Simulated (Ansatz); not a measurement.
SnO2:
```yaml
crystal:
  lattice:
    - [3.53579, 0.00000, 0.00000]
    - [0.00000, 3.53579, 0.00000]
    - [0.00000, 0.00000, 5.45253]
  atoms:
    - { symbol: Sn, position: [0.00000, 0.00000, 0.00000] }
    - { symbol: Sn, position: [0.50000, 0.50000, 0.50000] }
    - { symbol: O, position: [0.00000, 0.50000, 0.17398] }
    - { symbol: O, position: [0.00000, 0.50000, 0.67398] }
    - { symbol: O, position: [0.50000, 0.00000, 0.32602] }
    - { symbol: O, position: [0.50000, 0.00000, 0.82602] }
```

Relaxed with HSE06. Special points in fractions of this cell's reciprocal vectors: Γ (0.000, 0.000, 0.000); X (0.000, 0.500, 0.000); M (0.500, 0.500, 0.000); Z (0.000, 0.000, 0.500); R (0.000, 0.500, 0.500); A (0.500, 0.500, 0.500).

Problem. List the band energies nearest the valence-band maximum at these points for HSE06 (plane waves, PAW; program Ansatz).

Solution. In eV from the valence-band maximum; about four levels below and three above (degenerate sets whole), none deeper than 8.9 eV; … stands for higher levels left out; points with the same levels are listed once.

| k | below | above |
|---|---|---|
| Γ | -0.92 -0.33 -0.18 -0.18 | 2.75 6.08 9.21 |
| X | -1.26 -1.26 -0.53 -0.53 | 6.47 6.47 … |
| M | -0.47 -0.47 0.00 0.00 | 8.03 8.03 … |
| Z | -1.09 -1.09 -0.14 -0.14 | 5.36 5.36 … |
| R | -1.41 -1.41 -1.23 -1.23 | 6.75 6.75 … |
| A | -0.52 -0.52 -0.45 -0.45 | 8.43 8.43 … |

Space group P4_2/nmc. A made-up cell: these elements were put on the sites of a structure type; neither database checked (COD, Materials Project) lists it. It is not the phase usual at ambient conditions (space group No. 136). The HSE06 relaxation kept the symmetry of its start; its stability against distortions is not shown here. The hybrid was solved on a coarse mesh, the path and, where they were found, the r²SCAN edge points; its band edges are the extreme levels among these. Scalar-relativistic: spin–orbit coupling is off unless named, which matters more the heavier the elements.

Potentials: the later of the program's two PAW sets.
